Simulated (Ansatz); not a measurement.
Mg2Ge:
```cif
data_Ge4Mg8
_chemical_formula_sum 'Ge4 Mg8'
_space_group_name_H-M_alt 'Fm-3m'
_space_group_IT_number 225
_space_group_name_Hall '-F 4 2 3'
_cell_length_a 6.42096
_cell_length_b 6.42096
_cell_length_c 6.42096
_cell_angle_alpha 90.000
_cell_angle_beta 90.000
_cell_angle_gamma 90.000
loop_
_atom_site_label
_atom_site_type_symbol
_atom_site_symmetry_multiplicity
_atom_site_Wyckoff_symbol
_atom_site_fract_x
_atom_site_fract_y
_atom_site_fract_z
_atom_site_occupancy
Ge1 Ge 4 a 0.00000 0.00000 0.00000 1
Mg1 Mg 8 c 0.25000 0.25000 0.25000 1
```
(The calculation used a cell of 3 atoms; values per cell refer to that cell.)

Relaxed with PBE.

**Question.** Tabulate the valence density and the electron localisation function along the shortest Ge–Mg contact (2.78 Å), plane-wave PAW PBE (Ansatz code).

**Answer.** 

```csv
distance from Ge (Å),density (e/Å³),ELF
0.28,23.45,0.02
0.42,8.71,0.05
0.56,2.94,0.17
0.70,1.22,0.32
0.83,0.67,0.42
0.97,0.46,0.49
1.11,0.35,0.60
1.25,0.27,0.70
1.39,0.23,0.71
1.53,0.19,0.59
1.67,0.17,0.28
1.81,0.17,0.07
1.95,0.22,0.07
2.09,0.63,0.21
2.22,2.68,0.40
2.36,8.34,0.42
2.50,17.78,0.32
```

The density is the valence pseudo-density with augmentation charge, so density and ELF within about 1 Å of a nucleus are not all-electron values.

Symmetry was held in the PBE relaxation; of distortions, only those at the zone centre were tested.

Potentials: the later of the program's two PAW sets.
